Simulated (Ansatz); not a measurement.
## Where the states of LaP lie

Space group Fm-3m (No. 225). a = 6.025 Å, b = 6.025 Å, c = 6.025 Å, α = 90.00°, β = 90.00°, γ = 90.00°
```tsv
atom	site	symmetry	x	y	z
La	4a	m-3m	0.0000	0.0000	0.0000
P	4b	m-3m	0.5000	0.0000	0.0000
```

The runs use the primitive cell with vectors (0.000, 3.013, 3.013), (3.013, 0.000, 3.013), (3.013, 3.013, 0.000) Å, to which the k mesh refers.

The geometry is COD entry 1538844, unchecked; take it as a test cell.

Spin–orbit coupling is left out, though it moves levels of the heavy atoms by tenths of an eV or more.

Theory: DFT, LDA, all-electron LAPW, scalar-relativistic (Ansatz 0.2.0).

Numerical set-up: a Γ-centred 10×10×10 k mesh, Fermi–Dirac smearing of 0.03 eV, basis error target 1 meV/atom, no spin polarisation.

States per eV and cell, averaged over 0.6 eV, from -3.4 to 1.8 eV, with energies (bin centres) from the Fermi level; empty bins are left out. The partial columns, the largest 3 alone, are projections on Löwdin-orthogonalised atomic shells (those that the program's projection atoms carry: the occupied ones and, for some elements, an empty d or f shell; other empty shells have no column), summed over atoms of an element. Weights on diffuse s and p shells depend on that basis and aren't pure angular character.

```csv
E (eV),total,P 3p,La 5d,La 4f
-3.2,0.02,0.01,0.01,0.00
-2.6,0.91,0.49,0.25,0.01
-2.0,1.59,0.94,0.38,0.03
-1.4,3.18,1.98,1.00,0.05
-0.8,3.60,2.29,1.01,0.12
-0.2,0.70,0.47,0.14,0.07
0.4,0.20,0.04,0.13,0.02
1.0,0.61,0.09,0.39,0.10
1.6,1.32,0.12,0.71,0.42
```

Q: Where is the centre of the filled La 5d states between -14 eV and the top of the filled states?

A: -2.33 eV from the Fermi level.
